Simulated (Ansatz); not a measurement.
NaCl:
Space group Fm-3m (No. 225); a = b = c = 5.601 Å, α = β = γ = 90.00°

```json
[
 {"atom": "Cl", "site": "4a", "symmetry": "m-3m", "x": "0.0000", "y": "0.0000", "z": "0.0000"},
 {"atom": "Na", "site": "4b", "symmetry": "m-3m", "x": "0.5000", "y": "0.5000", "z": "0.5000"}
]
```
(The calculation used a cell of 2 atoms; values per cell refer to that cell.)

Relaxed with PBEsol.

Q: Decompose the optical modes at the zone centre into irreducible representations, and say which are infrared and Raman allowed.

A: Point group m-3m: Γ_opt = T1u. Infrared: T1u. Raman: none.

Q: Assign frequencies (DFPT, the program Ansatz at the PBEsol level (PAW); without the LO–TO term).

A: T1u 166 cm⁻¹.

The cell was relaxed with PBEsol under the symmetry of its start; phonons on a q-mesh show no instability.

Potentials: the later of the program's two PAW sets.
